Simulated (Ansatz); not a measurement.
# Ti$_{3}$O$_{4}$ (Cmmm), an elastic constant from a strain scan

Computed with DFT PBEsol, scalar-relativistic, plane waves, PAW in Ansatz 0.2.0. Settings: plane waves to 420 eV, k-mesh 8×8×14 (Γ-centred), Gaussian smearing 0.15 eV. No spin polarisation. Energies are free energies at this smearing, counted from the undisturbed cell; pressure is positive in compression.

The starting cell (relaxed at this level; it needn't be the usual structure):

```
Ti O
1.0
     2.91282   -4.03035    0.00000
     2.91282    4.03035    0.00000
     0.00000    0.00000    2.96903
Ti O
3 4
Direct
  0.00000 0.00000 0.50000
  0.50000 0.00000 0.00000
  0.00000 0.50000 0.00000
  0.76278 0.76278 0.00000
  0.25888 0.74112 0.50000
  0.23722 0.23722 0.00000
  0.74112 0.25888 0.50000
```

The cell is strained by ε times the Voigt pattern (1, 0, 0, 0, 0, 0) (xx, yy, zz, yz, xz, xy; engineering shear) with fractional coordinates fixed. The cell holds 7 atoms in V0 = 69.71 Å³. The stress column is τ = (1/V0) dE/dε, got from the stress tensor σ (compression positive) at each point as −det(1 + εP) σ : P(1 + εP)⁻¹, with P the pattern as a tensor.

| ε | ΔE (meV/atom) | τ (GPa) |
| --- | --- | --- |
| -0.1000 | 136.567 | -49.163 |
| -0.0750 | 72.131 | -34.084 |
| -0.0500 | 29.717 | -20.757 |
| -0.0250 | 6.704 | -9.221 |
| 0.0000 | 0.000 | 0.301 |
| 0.0250 | 6.818 | 8.235 |
| 0.0500 | 24.935 | 14.894 |
| 0.0750 | 52.597 | 20.577 |
| 0.0875 | 69.579 | 23.110 |
| 0.1000 | ? | ? |

Task: Which combination of elastic constants does this scan measure, and how large is it?

Result: For small ε, τ = τ0 + Kε with K = pᵀCp, which for this pattern is C11 in the Cartesian frame shown. The parabola through τ at ε = -0.0250, 0 and 0.0250 has slope K = 349 GPa at zero. The energies per cell, E = NΔE, of the same two points give K = 2[E(ε₊)/ε₊ − E(ε₋)/ε₋]/[(ε₊ − ε₋)V0] = 348 GPa, in agreement. These are clamped-ion values.

Task: Predict the withheld row at ε = 0.1000 from the harmonic law, and compare.

Result: ΔE = V0(τ0 ε + Kε²/2)/N = 110.370 meV/atom and τ = 35.21 GPa. The calculation gives 88.452 meV/atom and 25.44 GPa: the energy lies 20 % below the harmonic value, as bonds soften when stretched.

Forces appear on the atoms along this scan, and letting them relax would lower the energy and soften the response. No gap shows at this level, though a semilocal functional can close a small gap that the real compound has; without a gap these slopes depend on the k mesh and the smearing.